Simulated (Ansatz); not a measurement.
Consider the following.

Cr2C:
```
CELL_PARAMETERS angstrom
      3.07700     0.00000     0.00000
      0.00000     3.07700     0.00000
      0.00000     0.00000     5.62567
ATOMIC_POSITIONS crystal
  Cr 0.00000 0.00000 0.00000
  Cr 0.50000 0.50000 0.00000
  Cr 0.50000 0.00000 0.35568
  Cr 0.00000 0.50000 0.64432
  C  0.50000 0.00000 0.71706
  C  0.00000 0.50000 0.28294
```

This is the PBEsol-relaxed structure.

Problem. All from DFT-PBEsol in the program Ansatz with PAW potentials, unless another level is named. Predict the highest zone-centre frequency.

Solution. 576 cm⁻¹.

Problem. Next, the bulk modulus (Birch–Murnaghan fit)?

Solution. 334 GPa.

Space group P4/nmm. The cell is a constructed one: a structure type filled with these elements; neither database checked (COD, Materials Project) lists it. Its standing as an ambient phase is unchecked. Symmetry was held in the PBEsol relaxation; its stability against distortions is not shown here. The workflow began spin-polarised and lost its moments. As this level gives no gap, phonon frequencies hold no LO–TO term and depend on the k-mesh and smearing (Fermi–Dirac, 0.1 eV here).

Potentials: the later of the program's two PAW sets.
